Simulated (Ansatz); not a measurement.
Ti2SiB2 in space group Cmmm (No. 65; Si on 2a, Ti on 4j, B on 4i) under volume change, plane-wave PAW r²SCAN (Ansatz code), shape and atoms relaxed at each volume.

```json
[
 {"V (Å³/atom)": "9.793", "E − E(relaxed) (meV/atom)": "64.0", "P (GPa)": "22.96"},
 {"V (Å³/atom)": "10.116", "E − E(relaxed) (meV/atom)": "26.9", "P (GPa)": "14.10"},
 {"V (Å³/atom)": "10.439", "E − E(relaxed) (meV/atom)": "6.4", "P (GPa)": "6.50"},
 {"V (Å³/atom)": "10.761", "E − E(relaxed) (meV/atom)": "0.0", "P (GPa)": "-0.01"},
 {"V (Å³/atom)": "11.084", "E − E(relaxed) (meV/atom)": "…", "P (GPa)": "…"},
 {"V (Å³/atom)": "11.407", "E − E(relaxed) (meV/atom)": "…", "P (GPa)": "…"},
 {"V (Å³/atom)": "11.730", "E − E(relaxed) (meV/atom)": "47.0", "P (GPa)": "-14.42"}
]
```

Complete the blanks.


- 11.407, E − E(relaxed) (meV/atom): 22.0
- 11.407, P (GPa): -10.35
- 11.084, E − E(relaxed) (meV/atom): 5.8
- 11.084, P (GPa): -5.59

What does a third-order Birch–Murnaghan fit give for V₀, B₀ and B′?

V₀ = 10.76 Å³/atom, B₀ = 200 GPa, B′ = 4.2.

The start of the workflow was typed in or built on a structure type; neither database checked (COD, Materials Project) lists it. Its standing as an ambient phase is unchecked. The cell was relaxed with r²SCAN under the symmetry of its start; whether a distortion lowers the energy is not shown. No spin polarisation was allowed.

Potentials: the earlier of the program's two PAW sets. The files were generated under PBE; for other functionals the program regenerates the frozen cores, and for LDA and PBEsol the local potential too.
